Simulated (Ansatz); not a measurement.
Lattice vibrations of Fe₅Pt at Γ

Method: DFT PBE, scalar-relativistic, plane waves, PAW in Ansatz 0.2.0. Cutoff 420 eV, 14×14×4 k-points (Γ-centred), Gaussian smearing of 0.20 eV. Collinear spin, site moments 2.8, 2.5, 2.5, 2.5, 2.8, 0.5 μB. Phonons by linear response, acoustic sum rule imposed.

Equilibrium structure at this level:
```yaml
crystal:
  lattice:
    - [2.88434, 0.00000, 0.00000]
    - [0.00000, 2.88434, 0.00000]
    - [0.00000, 0.00000, 9.01319]
  atoms:
    - { symbol: Fe, position: [0.50000, 0.50000, 0.18799] }
    - { symbol: Fe, position: [0.00000, 0.00000, 0.34244] }
    - { symbol: Fe, position: [0.50000, 0.50000, 0.50000] }
    - { symbol: Fe, position: [0.00000, 0.00000, 0.65756] }
    - { symbol: Fe, position: [0.50000, 0.50000, 0.81201] }
    - { symbol: Pt, position: [0.00000, 0.00000, 0.00000] }
```

The structure comes from a generated guess, relaxed at this level; another structure or a mixture of phases may lie lower. In a metal, frequencies depend on the k mesh and the smearing, soft modes most. Spin–orbit coupling is left out, which matters for heavy elements.

(1) Is this structure stable against zone-centre distortions?

(2) List the optical modes at Γ (i marks imaginary ones).

Results:

(1) Yes, at Γ: no optical mode is imaginary. Strains and other wave vectors aren't tested by this run.

(2)
```csv
frequency (cm⁻¹),degeneracy
98,2
130,1
139,2
177,2
189,1
224,2
238,1
263,2
275,1
276,1
```
